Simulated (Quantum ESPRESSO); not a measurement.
# Planted mistakes on one cell of GaAlIn2P4

Calculated results; nothing here was measured. They come from pw.x of Quantum ESPRESSO 7.5, a plane-wave density functional program, with PseudoDojo standard norm-conserving files (v0.5 for PBE, v0.4.1 for LDA and PBEsol). The cells are made up: elements, strain and atom displacements were drawn at random, and nothing was relaxed. There is no spin polarisation, spin-orbit coupling or dispersion term.

The cell has 8 sites of a zincblende or diamond lattice. Sites 1 to 4 hold Ga Al In In; sites 5 to 8 hold P P P P. Cell vectors in Å: (5.681, 0.021, 0.081); (0.021, 5.657, -0.007); (0.081, -0.007, 5.684). Settings: PBE, cutoff 1088 eV, 4 x 4 x 4 k mesh shifted by half a step, Fermi-Dirac smearing of 0.025 eV.

The intended run has a self-consistency threshold of 1e-07 eV, a smearing term of 0.000 eV, a pressure of 5.34 GPa and 10 iterations. Each further run changes one thing: all lengths scaled by 1.0092; atoms of sites 1 and 2 exchanged; cutoff 631 eV; files of LDA; k mesh 2 x 2 x 2; one electron removed; smearing 0.65 eV; threshold 0.04 eV. A coarse mesh keeps the shift, and a charged cell sits in a uniform background.

```
run,change of free energy (eV),smearing term -TS (eV),change of P (GPa),largest change of a force component (eV/Å),iterations
A,9.536,0.000,-4.76,0.299,10
B,0.411,0.000,0.29,0.029,10
C,-0.133,0.000,-2.26,0.234,10
D,0.018,0.000,-0.55,0.165,4
E,-0.014,0.000,0.00,0.203,10
F,-0.726,-2.601,1.18,0.160,11
G,14.960,0.000,-77.19,0.015,11
H,-6.403,-0.007,-10.28,0.204,11
```

A rerun of the intended cell at 1377 eV and k mesh 6 x 6 x 6 moved values by no more than 0.008 eV in the cell's energy, 0.02 GPa in stress and 0.002 eV/Å in force.

Question: which change belongs to which run?

## Worked reading

Run D has the fewest iterations, as a run stopped early does. Run F has the largest smearing term, as wide smearing gives. Run G has a higher energy and the largest fall in pressure, as too small a basis gives. Run C changes the volume by a factor of 1.0279; minus its pressure change over the logarithm of that factor, 82 GPa, is a rough bulk modulus with clamped atoms. Energies from files of another functional, or of a charged cell, have another zero and say nothing on stability; the pressure of a charged cell rests on the program's zero of potential too.

## Key

```
run                            change
  A                      files of LDA
  B                  k mesh 2 x 2 x 2
  C      all lengths scaled by 1.0092
  D                 threshold 0.04 eV
  E  atoms of sites 1 and 2 exchanged
  F                  smearing 0.65 eV
  G                     cutoff 631 eV
  H              one electron removed
```